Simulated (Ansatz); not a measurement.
Input:

AlN:
```yaml
crystal:
  lattice:
    - [3.11361, 0.00000, 0.00000]
    - [-1.55680, 2.69646, 0.00000]
    - [0.00000, 0.00000, 4.98342]
  atoms:
    - { symbol: Al, position: [0.66667, 0.33333, 0.49902] }
    - { symbol: Al, position: [0.33333, 0.66667, 0.99902] }
    - { symbol: N, position: [0.66667, 0.33333, 0.88098] }
    - { symbol: N, position: [0.33333, 0.66667, 0.38098] }
```

This is the PBEsol-relaxed structure. Tensor components refer to the Cartesian frame of this cell.

All from PBEsol (plane waves, PAW; program Ansatz), unless another level is named. Give the Poisson's ratio.

0.25.

Give the piezoelectric stress constants (proper, relaxed ions, C/m²).

e15 = e24 = -0.35, e31 = e32 = -0.64, e33 = 1.61.

Space group P6_3mc (wurtzite). The PBEsol relaxation kept the symmetry of its start. Signs of piezoelectric constants follow the polarity of the cell as given.

Potentials: the earlier of the program's two PAW sets. The files were generated under PBE; for other functionals the program regenerates the frozen cores, and for LDA and PBEsol the local potential too.
